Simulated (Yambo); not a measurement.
LiNO3 (space group R-3c, No. 167), G0W0@PBEsol in Yambo with this input:

```
rim_cut
gw0
dyson
el_el_corr
HF_and_locXC
ppa
em1d
RandQpts= 1000000
RandGvec= 1 Ry
EXXRLvcs= 84 Ry
VXCRLvcs= 336 Ry
Chimod= "HARTREE"
% BndsRnXp
 3 | 109 |
%
NGsBlkXp= 6 Ry
% LongDrXp
 1.0 | 1.0 | 1.0 |
%
PPAPntXp= 27.2114 eV
% GbndRnge
 1 | 109 |
%
GTermKind= "BG"
DysSolver= "n"
ExtendOut
```

On a 4×4×4 mesh, with wavefunctions cut at 84 Ry, the gap (F → (0.25, 0.25, 0.25)) is 7.039 eV and the valence edge shifts by -1.623 eV.

### Question
What happens with this change: 5 Ry block?

### Answer
The gap rises by 0.043 eV, to 7.082 eV; the shift of the valence edge becomes -1.639 eV. Neither run is shown to be the converged limit.

Geometry of the Materials Project entry, not relaxed at this level; primitive cell a = 5.628 Å, b = 5.628 Å, c = 5.628 Å, α = 48.85°, β = 48.85°, γ = 48.85°.

The structure is a Materials Project entry; no match was found in the copy of COD used, and its stability was not checked.

A shift is the quasiparticle energy of the state minus its PBEsol energy.
